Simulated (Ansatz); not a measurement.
Given:

Cl:
```yaml
crystal:
  lattice:
    - [3.68206, 0.00000, 0.00000]
    - [-1.84103, 3.18876, 0.00000]
    - [0.00000, 0.00000, 3.90638]
  atoms:
    - { symbol: Cl, position: [0.33333, 0.66667, 0.25000] }
    - { symbol: Cl, position: [0.66667, 0.33333, 0.75000] }
```

This is the PBE-relaxed structure.

### Question
All from PBE in the plane-wave PAW code Ansatz, unless another level is named. Estimate the electronic character.

### Answer
metallic (no gap).

### Question
Predict the density of states at the Fermi level.

### Answer
1.6 states/eV per atom (mean over ±0.08 eV).

Space group P6_3/mmc. A made-up cell: these elements were put on the sites of a structure type; neither database checked (COD, Materials Project) lists it. It is not the usual solid phase (space group No. 64). The PBE relaxation kept the symmetry of its start; its stability against distortions is not shown here. The substance is a gas or liquid at ambient conditions. A crystal of weakly bound molecules computed without a dispersion correction: the cell and the soft elastic constants depend strongly on that.

Potentials: the later of the program's two PAW sets.
